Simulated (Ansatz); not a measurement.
Mo2C (space group Pbcn)

Space group Pbcn (No. 60); a = 4.705 Å, b = 6.010 Å, c = 5.176 Å, α = 90.00°, β = 90.00°, γ = 90.00°

```tsv
atom	site	symmetry	x	y	z
Mo	8d	1	0.2541	0.3775	0.0797
C	4c	.2.	0.0000	0.6228	0.2500
```

This relaxed cell (volume V₀) is scaled evenly in all directions, its shape held. The atoms relax within the cell's symmetry.

Level of theory: PBEsol (plane waves to 420 eV, PAW, scalar-relativistic; Ansatz, a program for electronic structure). k mesh 8×6×7 (Γ-centred), Fermi-Dirac smearing 0.05 eV. E stands for the smeared free energy. Stress and pressure are positive under compression. With the shape held, the modulus is that of even scaling; a crystal free to change shape is softer. Mo2C is run without spin polarisation. Mo2C was relaxed with its symmetry unable to fall. ΔE is measured from the relaxed starting cell.

| V (Å³/atom) | ΔE (meV/atom) | P (GPa) |
|---|---|---|
| 10.246 | 418 | 80.0 |
| 10.571 | 275 | 61.5 |
| 10.896 | 167 | 45.5 |
| 11.222 | 89 | 31.5 |
| 11.547 | 38 | 19.5 |
| 11.872 | 9 | 9.1 |
| 12.198 | 0 | 0.0 |
| 12.523 | 8 | -7.8 |
| 12.848 | 31 | -14.5 |
| 13.173 | 66 | -20.3 |
| 13.499 | 113 | -25.1 |
| 13.824 | 168 | -29.0 |
| 14.149 | 230 | -31.9 |

Derived quantities:

The pressure at the smallest volume is 80.0 GPa and the energy cost of the largest compression comes out as 418 meV/atom. The energy cost of the largest expansion is 230 meV/atom, the bulk modulus at fixed cell shape B₀ (third-order Birch-Murnaghan fit) is 311 GPa and the pressure derivative B₀′ (fit) comes out as 4.5. The equilibrium volume of the fit comes out as 12.20 Å³/atom and the pressure for 5 % compression (fit) is 17.9 GPa.

(A scan under strain: stresses follow from slopes of the energy per volume, elastic moduli from its curvatures.)
